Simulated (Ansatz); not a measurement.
The cell is Si5Ge as one 6-atom ordering (P3m1) on the diamond lattice; cell and atoms were relaxed with r2SCAN. Space group P3m1 (No. 156), trigonal; conventional cell a = 3.873 Å, c = 9.485 Å, 20.54 Å³ an atom. Si is surrounded by 3 Si at 2.37 Å and 1 Ge at 2.40 Å; Si is surrounded by 4 Si at 2.36–2.37 Å; Si is surrounded by 1 Si at 2.35 Å and 3 Ge at 2.38 Å; Si is surrounded by 4 Si at 2.35–2.37 Å; Ge is surrounded by 4 Si at 2.38–2.40 Å.

```cif
data_structure
_symmetry_space_group_name_H-M 'P 1'
_symmetry_Int_Tables_number 1
_cell_length_a 3.8731
_cell_length_b 3.8731
_cell_length_c 9.4848
_cell_angle_alpha 90.000
_cell_angle_beta 90.000
_cell_angle_gamma 120.000
_cell_volume 123.22
loop_
_atom_site_label
_atom_site_type_symbol
_atom_site_fract_x
_atom_site_fract_y
_atom_site_fract_z
_atom_site_occupancy
Si1 Si 0.00000 0.00000 0.99675 1
Si2 Si 0.66667 0.33333 0.66653 1
Si3 Si 0.33333 0.66667 0.33668 1
Si4 Si 0.66667 0.33333 0.91530 1
Si5 Si 0.33333 0.66667 0.58463 1
Ge1 Ge 0.00000 0.00000 0.25011 1
```

3 runs of the plane-wave code Ansatz on this cell differ in the functional (and in the settings that go with it). Levels are in eV from each run's valence top; v1 is the last filled band, c1 the first empty one.

Run A, mean stress 0.0 GPa (compression positive):
```tsv
point	v2	v1	c1	c2
Γ	0.00	0.00	2.17	2.19
M	-2.07	-1.93	1.21	1.29
K	-2.37	-2.31	1.98	2.24
A	-0.37	-0.37	1.95	2.83
L	-1.37	-1.37	1.49	1.75
H	-3.06	-2.99	3.98	4.03
```

Run B, mean stress 0.0 GPa (compression positive):
```tsv
point	v2	v1	c1	c2
Γ	0.00	0.00	1.80	1.81
M	-2.00	-1.88	0.85	0.94
K	-2.29	-2.25	1.58	1.86
A	-0.38	-0.38	1.60	2.41
L	-1.34	-1.33	1.12	1.39
H	-2.95	-2.91	3.56	3.59
```

Run C, mean stress -0.2 GPa (compression positive):
```tsv
point	v2	v1	c1	c2
Γ	0.00	0.00	2.81	2.83
M	-2.11	-1.96	1.85	1.94
K	-2.42	-2.35	2.63	2.89
A	-0.38	-0.38	2.59	3.48
L	-1.40	-1.40	2.14	2.41
H	-3.12	-3.05	4.66	4.71
```

Q: Match the runs to r2SCAN, HSE06, PBE0.

A: A is HSE06, B is r2SCAN, C is PBE0. In order of the gap: r2SCAN 0.73, HSE06 1.09, PBE0 1.72 eV.

Values at 0 K without nuclear motion; spin polarisation is off, and the phase may be a hypothetical one.

Spin-orbit coupling is left out.

The stress of a hybrid is loosely converged in these runs.

The meshes of the hybrids are coarse, so their gaps aren't converged to the digits shown.
